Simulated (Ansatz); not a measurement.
Rb:
```
CELL_PARAMETERS angstrom
     -2.87371     2.87371     2.87371
      2.87371    -2.87371     2.87371
      2.87371     2.87371    -2.87371
ATOMIC_POSITIONS crystal
  Rb 0.00000 0.00000 0.00000
```

Relaxed with r²SCAN. Special points in fractions of this cell's reciprocal vectors: Γ (0.000, 0.000, 0.000); H (0.500, -0.500, 0.500); N (0.000, 0.000, 0.500); P (0.250, 0.250, 0.250).

**Question.** List the band energies nearest the Fermi level at these points for r²SCAN (plane waves, PAW; program Ansatz).

**Answer.** In eV from the Fermi level; about four levels below and three above (degenerate sets whole), none deeper than 8.9 eV; points with the same levels are listed once.

| k | below | above |
|---|---|---|
| Γ | -2.04 | 4.07 4.07 4.07 |
| H | – | 1.34 1.34 3.40 3.40 3.40 |
| N | – | 0.35 0.69 2.86 |
| P | – | 1.33 1.33 1.33 |

Space group Im-3m (bcc (W type)). Symmetry was held in the r²SCAN relaxation. Scalar-relativistic: spin–orbit coupling is off unless named, which matters more the heavier the elements.

Potentials: the later of the program's two PAW sets.
